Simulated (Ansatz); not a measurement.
## SnO: Sn-119 Mössbauer parameters

Cell: a diffraction structure from the COD, ions relaxed with PBE at fixed cell.

```
Sn O
1.0
     3.79860    0.00000    0.00000
     0.00000    3.79860    0.00000
     0.00000    0.00000    4.84080
Sn O
2 2
Cartesian
  1.8993 0.0000 1.1728
  0.0000 1.8993 3.6680
  0.0000 0.0000 0.0000
  1.8993 1.8993 0.0000
```

Sites (sets of like atoms) are named by element and the number of their first atom in this list.

Computed with Ansatz: DFT, r2SCAN, plane waves and PAW, scalar-relativistic, 500 eV cutoff, Γ-centred 12×12×10 k-points, Fermi–Dirac smearing 0.05 eV.

Isomer shifts (against SnO₂) follow from the electron density at the nucleus, δ = α(ρ − ρ₀), with α = 0.093 mm s⁻¹ a₀³ and ρ₀ = 183072.84 a₀⁻³ from a line fitted to 8 measured compounds at this level of theory (rms miss 0.14 mm/s). ΔE_Q = ½eQV_zz(1 + η²/3)^½ with Q = -0.132 b for the 23.9 keV state.

(1) Where do the absorption lines lie?

## Answers

(1) Sn (2 atoms a cell): δ = 2.69, |ΔE_Q| = 1.58 mm/s, a doublet at 1.90 and 3.48 mm/s.

The largest force is 0.5 eV/Å, so the atoms aren't at the calculated equilibrium and relaxing them would move these values. With no gap above 0.1 eV, as in a metal, the gradients converge slowly in k; expect changes of a tenth or more on a denser mesh. Without spin–orbit coupling (the program notes it for Sn) the gradients can shift somewhat, as the gap is small. With these PAW files V_zz is typically within 2 to 3 % of all-electron values, but misses above 10 % occur on Sn. Semilocal functionals make gaps too small and can close them, so the real compound need not be a metal.
